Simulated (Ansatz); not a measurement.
AlPd:
```yaml
crystal:
  lattice:
    - [0.00000, 2.54440, 2.54440]
    - [2.54440, 0.00000, 2.54440]
    - [2.54440, 2.54440, 0.00000]
  atoms:
    - { symbol: Pd, position: [0.00000, 0.00000, 0.00000] }
    - { symbol: Al, position: [0.50000, 0.50000, 0.50000] }
```

Relaxed with r²SCAN.

Q: Map the electron localisation function on the plane through (0.000, 0.000, 0.000) spanned by u = [1, 0, 0] and v = [0, 1, -1] in lattice vectors, from r²SCAN (plane waves, PAW; program Ansatz).

A: x is the fraction of u, y of v (the angle between them is 90°; rows are the nearest grid lines); atoms in the plane: Pd at (0.00, 0.00), Al at (0.50, 0.50).
```
y \ x   0.000  0.111  0.167  0.278  0.389  0.444  0.556  0.611  0.722  0.833  0.889   1.00
------  -----  -----  -----  -----  -----  -----  -----  -----  -----  -----  -----  -----
1.00    0.226  0.477  0.549  0.302  0.245  0.265  0.265  0.245  0.302  0.549  0.477  0.226
0.944   0.310  0.490  0.530  0.288  0.266  0.290  0.290  0.266  0.288  0.530  0.490  0.310
0.833   0.549  0.474  0.384  0.290  0.441  0.466  0.466  0.441  0.290  0.384  0.474  0.549
0.778   0.466  0.364  0.297  0.385  0.545  0.523  0.523  0.545  0.385  0.297  0.364  0.466
0.667   0.231  0.278  0.369  0.589  0.343  0.148  0.148  0.343  0.589  0.369  0.278  0.231
0.611   0.245  0.332  0.441  0.549  0.086  0.026  0.026  0.086  0.549  0.441  0.332  0.245
0.556   0.265  0.365  0.466  0.429  0.025  0.078  0.078  0.025  0.429  0.466  0.365  0.265
0.444   0.265  0.365  0.466  0.429  0.025  0.078  0.078  0.025  0.429  0.466  0.365  0.265
0.389   0.245  0.332  0.441  0.549  0.086  0.026  0.026  0.086  0.549  0.441  0.332  0.245
0.333   0.231  0.278  0.369  0.589  0.343  0.148  0.148  0.343  0.589  0.369  0.278  0.231
0.222   0.466  0.364  0.297  0.385  0.545  0.523  0.523  0.545  0.385  0.297  0.364  0.466
0.167   0.549  0.474  0.384  0.290  0.441  0.466  0.466  0.441  0.290  0.384  0.474  0.549
0.0556  0.310  0.490  0.530  0.288  0.266  0.290  0.290  0.266  0.288  0.530  0.490  0.310
0.000   0.226  0.477  0.549  0.302  0.245  0.265  0.265  0.245  0.302  0.549  0.477  0.226
```

The density is the valence pseudo-density with augmentation charge, so density and ELF within about 1 Å of a nucleus are not all-electron values.

Space group Fm-3m (rock salt). The start of the workflow was typed in or built on a structure type; neither database checked (COD, Materials Project) lists it. Its standing as an ambient phase is unchecked. Symmetry was held in the r²SCAN relaxation. At this level the phase is mechanically unstable. No spin polarisation was allowed.

Potentials: the later of the program's two PAW sets.
